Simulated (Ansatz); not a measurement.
Relaxed-ion elastic tensor of PbS (rock salt, space group No. 225) in GPa (Voigt order), plane-wave PAW PBEsol (Ansatz code); density 7.73 g/cm³, 25.71 Å³ per atom.

```
 149  15.9  15.9   0.0   0.0   0.0
15.9   149  15.9   0.0   0.0   0.0
15.9  15.9   149   0.0   0.0   0.0
 0.0   0.0   0.0  20.0   0.0   0.0
 0.0   0.0   0.0   0.0  20.0   0.0
 0.0   0.0   0.0   0.0   0.0  20.0
```

**Question.** Is the crystal mechanically stable?

**Answer.** Yes: the smallest eigenvalue of C is 20.0 GPa.

**Question.** Work out the Voigt, Reuss and Hill averages.

**Answer.** K_V = 60.1, K_R = 60.1, K_H = 60.1; G_V = 38.5, G_R = 27.7, G_H = 33.1 GPa.

**Question.** Give Young's modulus, Poisson's ratio, Pugh's ratio and the universal anisotropy index.

**Answer.** E = 9KG/(3K + G) = 84.0 GPa; ν = 0.27; K/G = 1.81 (near the Pugh limit of 1.75, no verdict); A_U = 5G_V/G_R + K_V/K_R − 6 = 1.95.

**Question.** Estimate the sound speeds and the Debye temperature.

**Answer.** v_l = √((K + 4G/3)/ρ) = 3670 m/s, v_t = √(G/ρ) = 2070 m/s, mean 2300 m/s; Θ = (h/k)(3n/4πV)^(1/3) v_m = 232 K.

**Question.** Give the Zener ratio and Young's modulus along [100], [110] and [111].

**Answer.** A = 2C44/(C11 − C12) = 0.30; 1/E = S11 − 2(S11 − S12 − S44/2)Γ with Γ = 0, 1/4, 1/3 gives 146, 64.1, 54.0 GPa.

**Question.** Solve the Christoffel equation for the three sound speeds along [100], [110], [111].

**Answer.** Eigenvalues of C_ijkl n_j n_l equal ρv². In km/s, slowest first: [100] 1.61, 1.61, 4.39; [110] 1.61, 2.93, 3.64; [111] 2.57, 2.57, 3.35.

Space group Fm-3m (rock salt). Symmetry was held in the PBEsol relaxation. Spin–orbit coupling is left out wherever it is not named.

Potentials: the later of the program's two PAW sets.
